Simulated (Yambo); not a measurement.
A BSE run in Yambo for LiF (rock salt, space group Fm-3m, No. 225) (LDA bands; 10×10×10 mesh, 3 valence and 1 conduction bands, static screening with 9 bands and a 4 Ry block, scissor 4.99 eV, Tamm-Dancoff; field along x) gives:

```csv
state,energy (eV),states within 2 meV,relative strength,class
1,12.40,3,1.00,strong
2,13.88,3,< 0.01,dark
3,13.92,3,0.17,strong
4,13.94,2,< 0.01,dark
5,14.08,3,< 0.01,dark
```

Q: What changes when the screening block is changed to 1 Ry?

A: The lowest state goes from 12.402 eV to 12.358 eV, and its distance below the direct gap from 2.338 eV to 2.382 eV. These are vertical excitations (zero momentum). The scissor comes from a G0W0 run whose convergence isn't established.

Geometry relaxed with LDA; primitive cell a = 2.7613 Å, b = 2.7613 Å, c = 2.7613 Å, α = 60.00°, β = 60.00°, γ = 60.00°.
